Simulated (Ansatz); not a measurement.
Input file for Ansatz (a quantum-chemistry and plane-wave program):

Ansatz 0.2 input:
```yaml
crystal:
  lattice:
    - [3.6941255063, 0.0, 0.0]
    - [0.0, 3.6941255063, 0.0]
    - [0.0, 0.0, 3.6941255063]
  atoms:
    - { symbol: Tl, position: [0.0, 0.0, 0.0] }
    - { symbol: Cl, position: [0.5, 0.5, 0.5] }
kpoints:
  mp_grid: { grid: [8, 8, 8] }
hamiltonian:
  xc: lda
  pseudopotentials: { kind: paw }
scf:
  occupations: { method: fixed }
elastic: { mode: relaxed_ion, stencil: two_point, amplitude: 0.005, f_tol: 0.0005 }
```

Output (shortened):

```
Pseudopotential: Tl, paw, valence charge 13
Pseudopotential: Cl, paw, valence charge 7
Functional definition: SPW92
Crystal: 2 atoms, lattice volume = 50.412 Å³
Basis set: ecut = 420 eV, 1021 PW (Γ)
Bands: 14, of which v1, the nominal top of the filled ones, is band 10 counted from 1 (9 counted from 0)
Symmetry: 48 space group operations
Space group: Pm-3m (ITA 221), of the structure as read, at distance tolerance 3.7e-5 Å
k-points: 35 of 512
SCF iter   1: F=—  HF=-12192.467507 eV  |F-HF|=—  |Δ(HF+E_count)|=         —  Δρ=6.96e-3  dr2=3.25e-2  ethr=1.77e-3  ⟨swp⟩=4.2  Hψ=2265  notcnv=0  defer=59
preconditioner: auto → none
SCF iter   2: F=—  HF=-12192.455235 eV  |F-HF|=—  |Δ(HF+E_count)|=   1.23e-2  Δρ=2.77e-3  dr2=2.58e-3  ethr=1.63e-4  ⟨swp⟩=2.5  Hψ=1078  notcnv=0  defer=65
SCF iter   3: F=—  HF=-12192.454426 eV  |F-HF|=—  |Δ(HF+E_count)|=   8.09e-4  Δρ=1.11e-3  dr2=3.83e-4  ethr=1.29e-5  ⟨swp⟩=2.1  Hψ=915  notcnv=0  defer=65
SCF iter   4: F=—  HF=-12192.454324 eV  |F-HF|=—  |Δ(HF+E_count)|=   1.02e-4  Δρ=4.48e-4  dr2=6.20e-5  ethr=1.92e-6  ⟨swp⟩=1.8  Hψ=674  notcnv=0  defer=22
SCF iter   5: F=—  HF=-12192.454301 eV  |F-HF|=—  |Δ(HF+E_count)|=   2.35e-5  Δρ=8.14e-5  dr2=1.82e-6  ethr=3.10e-7  ⟨swp⟩=2.7  Hψ=780  notcnv=0  defer=3
SCF iter   6: F=—  HF=-12192.454301 eV  |F-HF|=—  |Δ(HF+E_count)|=   2.84e-8  Δρ=8.80e-6  dr2=2.29e-8  ethr=9.09e-9  ⟨swp⟩=2.1  Hψ=813  notcnv=0
SCF iter   7: F=—  HF=-12192.454301 eV  |F-HF|=—  |Δ(HF+E_count)|=   3.94e-9  Δρ=4.61e-7  dr2=5.07e-11  ethr=1.15e-10  ⟨swp⟩=2.6  Hψ=810  notcnv=0
SCF iter   8: F=—  HF=-12192.454301 eV  |F-HF|=—  |Δ(HF+E_count)|=  2.24e-10  Δρ=2.19e-8  dr2=1.15e-13  ethr=2.54e-13 (applied; sched 1.00e-12)  ⟨swp⟩=2.0  Hψ=683  notcnv=0
SCF iter   9: F=-12192.454301 eV  HF=-12192.454301 eV  |F-HF|=0.00e0  |Δ(HF+E_count)|=  7.28e-12  Δρ=1.36e-9  dr2=3.07e-16  ethr=1.00e-12  ⟨swp⟩=5.2  Hψ=2252  notcnv=0
SCF 1 converged in 9 iterations: F = -12192.454301 eV  dr2 = 3.07e-16
Crystal: 2 atoms, lattice volume = 50.160 Å³
Basis set: ecut = 420 eV, 997 PW (Γ)
Symmetry: 16 space group operations
k-points: 75 of 512
iter 1 solved again at ethr=3.66e-7 eV; its pass at ethr=3.10e-3 eV (dr2=7.31e-5 eV) is discarded
SCF iter   1: F=—  HF=-12192.454108 eV  |F-HF|=—  |Δ(HF+E_count)|=         —  Δρ=2.12e-4  dr2=4.68e-5  ethr=3.66e-7  ⟨swp⟩=2.8  Hψ=6129  notcnv=0  defer=144
preconditioner: auto → none
SCF iter   2: F=—  HF=-12192.454091 eV  |F-HF|=—  |Δ(HF+E_count)|=   1.60e-5  Δρ=1.30e-4  dr2=7.26e-6  ethr=2.34e-7  ⟨swp⟩=2.7  Hψ=1737  notcnv=0  defer=60
SCF iter   3: F=—  HF=-12192.454092 eV  |F-HF|=—  |Δ(HF+E_count)|=   2.09e-7  Δρ=4.32e-5  dr2=8.70e-7  ethr=3.63e-8  ⟨swp⟩=2.0  Hψ=1784  notcnv=0  defer=4
SCF iter   4: F=—  HF=-12192.454092 eV  |F-HF|=—  |Δ(HF+E_count)|=   1.35e-7  Δρ=1.29e-5  dr2=7.24e-8  ethr=4.35e-9  ⟨swp⟩=1.1  Hψ=1055  notcnv=0  defer=2
SCF iter   5: F=—  HF=-12192.454092 eV  |F-HF|=—  |Δ(HF+E_count)|=   1.82e-8  Δρ=2.12e-6  dr2=1.48e-9  ethr=3.62e-10  ⟨swp⟩=2.5  Hψ=1597  notcnv=0  defer=2
SCF iter   6: F=—  HF=-12192.454092 eV  |F-HF|=—  |Δ(HF+E_count)|=  1.86e-10  Δρ=1.93e-7  dr2=9.55e-12  ethr=7.41e-12  ⟨swp⟩=2.5  Hψ=1741  notcnv=0  defer=2
SCF iter   7: F=—  HF=-12192.454092 eV  |F-HF|=—  |Δ(HF+E_count)|=  1.82e-12  Δρ=2.50e-8  dr2=1.34e-13  ethr=4.77e-14 (applied; sched 1.00e-12)  ⟨swp⟩=2.4  Hψ=1796  notcnv=0  defer=2
SCF iter   8: F=-12192.454092 eV  HF=-12192.454092 eV  |F-HF|=1.82e-12  |Δ(HF+E_count)|=  3.64e-12  Δρ=3.13e-9  dr2=1.71e-15  ethr=1.00e-12  ⟨swp⟩=4.0  Hψ=3122  notcnv=0
SCF 2 converged in 8 iterations: F = -12192.454092 eV  dr2 = 1.71e-15
Crystal: 2 atoms, lattice volume = 50.664 Å³
iter 1 solved again at ethr=7.72e-11 eV; its pass at ethr=3.10e-3 eV (dr2=1.54e-8 eV) is discarded
SCF iter   1: F=—  HF=-12192.454079 eV  |F-HF|=—  |Δ(HF+E_count)|=         —  Δρ=9.42e-6  dr2=1.71e-8  ethr=7.72e-11  ⟨swp⟩=3.3  Hψ=6282  notcnv=0  defer=77
preconditioner: auto → none
SCF iter   2: F=—  HF=-12192.454079 eV  |F-HF|=—  |Δ(HF+E_count)|=   2.16e-8  Δρ=4.58e-6  dr2=2.73e-9  ethr=7.72e-11  ⟨swp⟩=2.4  Hψ=1757  notcnv=0  defer=77
SCF iter   3: F=—  HF=-12192.454079 eV  |F-HF|=—  |Δ(HF+E_count)|=   7.87e-9  Δρ=1.37e-6  dr2=6.67e-10  ethr=1.37e-11  ⟨swp⟩=2.3  Hψ=1521  notcnv=0  defer=77
SCF iter   4: F=—  HF=-12192.454079 eV  |F-HF|=—  |Δ(HF+E_count)|=  2.62e-10  Δρ=3.84e-7  dr2=1.15e-11  ethr=3.34e-12  ⟨swp⟩=2.8  Hψ=1744  notcnv=0  defer=77
SCF iter   5: F=—  HF=-12192.454079 eV  |F-HF|=—  |Δ(HF+E_count)|=  5.82e-11  Δρ=7.13e-8  dr2=5.46e-13  ethr=5.76e-14 (applied; sched 1.00e-12)  ⟨swp⟩=2.3  Hψ=1749  notcnv=0  defer=77
SCF iter   6: F=-12192.454079 eV  HF=-12192.454079 eV  |F-HF|=3.64e-12  |Δ(HF+E_count)|=  3.64e-12  Δρ=6.36e-9  dr2=7.52e-15  ethr=1.00e-12  ⟨swp⟩=4.0  Hψ=3533  notcnv=0
SCF 3 converged in 6 iterations: F = -12192.454079 eV  dr2 = 7.52e-15
Crystal: 2 atoms, lattice volume = 50.412 Å³
Basis set: ecut = 420 eV, 1013 PW (Γ)
Symmetry: 8 space group operations
k-points: 105 of 512
iter 1 solved again at ethr=1.08e-7 eV; its pass at ethr=3.10e-3 eV (dr2=2.15e-5 eV) is discarded
SCF iter   1: F=—  HF=-12192.454247 eV  |F-HF|=—  |Δ(HF+E_count)|=         —  Δρ=1.08e-4  dr2=5.20e-6  ethr=1.08e-7  ⟨swp⟩=3.6  Hψ=9160  notcnv=0  defer=207
preconditioner: auto → none
SCF iter   2: F=—  HF=-12192.454244 eV  |F-HF|=—  |Δ(HF+E_count)|=   2.52e-6  Δρ=4.73e-5  dr2=9.85e-7  ethr=2.60e-8  ⟨swp⟩=1.0  Hψ=1470  notcnv=0  defer=102
SCF iter   3: F=—  HF=-12192.454244 eV  |F-HF|=—  |Δ(HF+E_count)|=   1.68e-7  Δρ=2.54e-6  dr2=1.31e-9  ethr=4.93e-9  ⟨swp⟩=2.8  Hψ=2455  notcnv=0  defer=6
SCF iter   4: F=—  HF=-12192.454244 eV  |F-HF|=—  |Δ(HF+E_count)|=  5.82e-11  Δρ=7.34e-7  dr2=3.79e-10  ethr=6.53e-12  ⟨swp⟩=2.0  Hψ=2520  notcnv=0  defer=6
SCF iter   5: F=—  HF=-12192.454244 eV  |F-HF|=—  |Δ(HF+E_count)|=  1.20e-10  Δρ=2.36e-7  dr2=4.11e-11  ethr=1.89e-12  ⟨swp⟩=2.0  Hψ=2519  notcnv=0  defer=6
SCF iter   6: F=—  HF=-12192.454244 eV  |F-HF|=—  |Δ(HF+E_count)|=  1.09e-11  Δρ=4.08e-8  dr2=5.21e-13  ethr=2.06e-13 (applied; sched 1.00e-12)  ⟨swp⟩=2.2  Hψ=1938  notcnv=0  defer=6
SCF iter   7: F=-12192.454244 eV  HF=-12192.454244 eV  |F-HF|=3.64e-12  |Δ(HF+E_count)|=  1.82e-12  Δρ=1.35e-8  dr2=2.80e-14  ethr=1.00e-12  ⟨swp⟩=4.0  Hψ=5035  notcnv=0
SCF 4 converged in 7 iterations: F = -12192.454244 eV  dr2 = 2.80e-14
Crystal: 2 atoms, lattice volume = 50.412 Å³
iter 1 solved again at ethr=4.88e-12 eV; its pass at ethr=3.10e-3 eV (dr2=9.76e-10 eV) is discarded
SCF iter   1: F=—  HF=-12192.454244 eV  |F-HF|=—  |Δ(HF+E_count)|=         —  Δρ=4.86e-6  dr2=9.86e-10  ethr=4.88e-12  ⟨swp⟩=3.1  Hψ=8993  notcnv=0  defer=108
preconditioner: auto → none
SCF iter   2: F=—  HF=-12192.454244 eV  |F-HF|=—  |Δ(HF+E_count)|=   7.94e-9  Δρ=2.40e-6  dr2=1.92e-10  ethr=4.88e-12  ⟨swp⟩=1.0  Hψ=1470  notcnv=0  defer=108
SCF iter   3: F=—  HF=-12192.454244 eV  |F-HF|=—  |Δ(HF+E_count)|=   2.66e-9  Δρ=2.75e-7  dr2=2.25e-11  ethr=9.58e-13 (applied; sched 1.00e-12)  ⟨swp⟩=2.0  Hψ=1651  notcnv=0  defer=108
SCF iter   4: F=—  HF=-12192.454244 eV  |F-HF|=—  |Δ(HF+E_count)|=  9.09e-12  Δρ=1.02e-7  dr2=3.41e-13  ethr=1.13e-13 (applied; sched 1.00e-12)  ⟨swp⟩=2.0  Hψ=2519  notcnv=0  defer=108
SCF iter   5: F=-12192.454244 eV  HF=-12192.454244 eV  |F-HF|=1.82e-12  |Δ(HF+E_count)|=  5.46e-12  Δρ=8.00e-9  dr2=2.20e-14  ethr=1.00e-12  ⟨swp⟩=4.0  Hψ=4595  notcnv=0
SCF 5 converged in 5 iterations: F = -12192.454244 eV  dr2 = 2.20e-14
SCF converged after 9 iterations
Free energy (F): -12192.454301 eV
Harris-Foulkes:  -12192.454301 eV  (|F-HF|=0.00e0)
Internal energy: -12192.454301 eV  (E = F + TS)
E sigma→0 (E₀):  -12192.454301 eV
Fermi energy:    6.527404 eV
--- Per-component energies (eV) ---
  E_band       = -19.615197
  E_kinetic    = 492.870575
  E_local      = -1112.261202  (includes V_loc(G=0)·N_el)
  E_nonlocal   = 352.343402
  E_hartree    = 390.948222
  E_xc         = -335.443452
  E_vxc        = -265.047748  (∫ρ·V_xc dr)
  E_paw        = -10490.988923  (= ΣΔE_a)
  E_vpaw       = -269.416797  (= ΣTr[D̂ρ^β])
  E_aug_tail   = 0.000130  (compensation charges beyond the density's cutoff)
  E_ewald      = -1489.971983
  E_core_change = 0.048931  (= ΣΔE_core)
  E_smearing   =  0.000000  (= −TS)
  E_closure    = 0.000000  (closes the sum)
  Σ components = -12192.454301   (vs F -12192.454301, Δ=0.00e0)
  [band-id]    e_kinetic+e_local+e_nonlocal+2·e_hartree+e_vxc+e_vpaw+e_augmentation_tail = -19.615198   (vs E_band -19.615197, Δ=-4.01e-7)
--- Forces (eV/Å), atoms counted from 1 ---
  atom   1  Tl     0.00000000     0.00000000     0.00000000
  atom   2  Cl     0.00000000     0.00000000     0.00000000
  max |Σ_I F_I| component: 0.0 eV/Å
--- Stress (GPa, compression-positive) ---
       -0.004472       0.000000       0.000000
        0.000000      -0.004472       0.000000
        0.000000       0.000000      -0.004472
  P = ⅓ Tr σ = -0.0045 GPa (-0.045 kbar)
--- Band table (eV; the first three rows and the last of 35) ---
  k-point 0: bands = ["-7.9395", "-3.6589", "-3.6589", "-3.3172", "-3.3172", "-3.3172", "1.5251", "4.4488", "4.4488", "4.4488", "13.8031", "13.8031", "14.5962", "14.5962"]
  k-point 1: bands = ["-7.8884", "-3.6553", "-3.6236", "-3.3361", "-3.3361", "-3.3154", "1.2930", "4.5274", "4.5274", "4.6420", "12.6949", "13.8853", "14.3249", "14.3249"]
  k-point 2: bands = ["-7.7592", "-3.6468", "-3.5430", "-3.3811", "-3.3811", "-3.3113", "0.7987", "4.7253", "4.7253", "5.1530", "10.8348", "13.6951", "13.6951", "14.1136"]
  k-point 34: bands = ["-7.1275", "-3.6092", "-3.6092", "-3.6092", "-3.2033", "-3.2033", "3.9315", "3.9315", "3.9315", "4.3275", "8.3758", "8.3758", "8.3758", "19.7515"]
--- Elastic constants: 2 strain directions × 2 members + reference (group order 48) ---
  dense FFT box of the reference and of every strained cell: 25×25×25
  strains applied: 11, 23; error gains: componentwise 1.00 (the most a stress slope's error grows in a printed constant), spectral 1.73 (1 for all six strains …
  C = ∂σ_k/∂η_j (tension-positive GPa; Voigt order 11 22 33 23 13 12):
        55.002     28.937     28.937      0.000      0.000      0.000
        28.937     55.002     28.937      0.000      0.000      0.000
        28.937     28.937     55.002      0.000      0.000      0.000
         0.000      0.000      0.000     14.627      0.000      0.000
         0.000      0.000      0.000      0.000     14.627      0.000
         0.000      0.000      0.000      0.000      0.000     14.627
  reference stress σ⁰ (GPa):      0.004      0.004      0.004      0.000      0.000      0.000
  C* (energy form; C + prestress term) asymmetry max|C*_kj − C*_jk| = 2.487e-14 GPa — a small one proves nothing (zero by symmetry where the batch's group is …
  moduli (Voigt/Reuss/Hill, GPa): K = 37.63/37.63/37.63   G = 13.99/13.94/13.97   E = 37.29   ν = 0.335
  mechanically stable: yes (min eigenvalue of sym C = 14.63 GPa)
  where every solve meets its electron count the energy-path curvature estimates C_jj along a normal strain and C_jj − ¼(σ⁰_aa + σ⁰_bb) along a shear (ab), of …
  strain η (Voigt 11):  stress-route row diagonal C_11 = 55.00 GPa, energy-path curvature d²(F+E_count+ΔE)/dδ²/Ω₀ = 55.01 GPa
         δ    σ_11 (GPa)             F (eV)   n_scf  n_hpsi   n_pw
    -5.000e-3      -0.2737      -12192.4540918       8   20161    997   relax 0 steps, max|allowed force component| 0.0 eV/Å
     5.000e-3       0.2763      -12192.4540793       6   17784   1021   relax 0 steps, max|allowed force component| 0.0 eV/Å
  strain η (Voigt 23):  stress-route row diagonal C_44 = 14.63 GPa, energy-path curvature d²(F+E_count+ΔE)/dδ²/Ω₀ = 14.62 GPa
         δ    σ_23 (GPa)             F (eV)   n_scf  n_hpsi   n_pw
    -5.000e-3      -0.0731      -12192.4542442       7   26777   1013   relax 0 steps, max|allowed force component| 0.0 eV/Å
     5.000e-3       0.0731      -12192.4542442       5   20908   1013   relax 0 steps, max|allowed force component| 0.0 eV/Å
```

Cost: very roughly 9 core-seconds on shared cores.

The LDA relaxation kept the symmetry of its start; phonons on a q-mesh show no instability. The volume moved by -15 % from the start of the relaxation. The volume fell by over 15 % from the filed cell, which may lack light atoms or belong to other conditions. Scalar-relativistic: spin–orbit coupling is off unless named, which matters more the heavier the elements.

Potentials: the later of the program's two PAW sets.

Ansatz is a plane-wave DFT program.
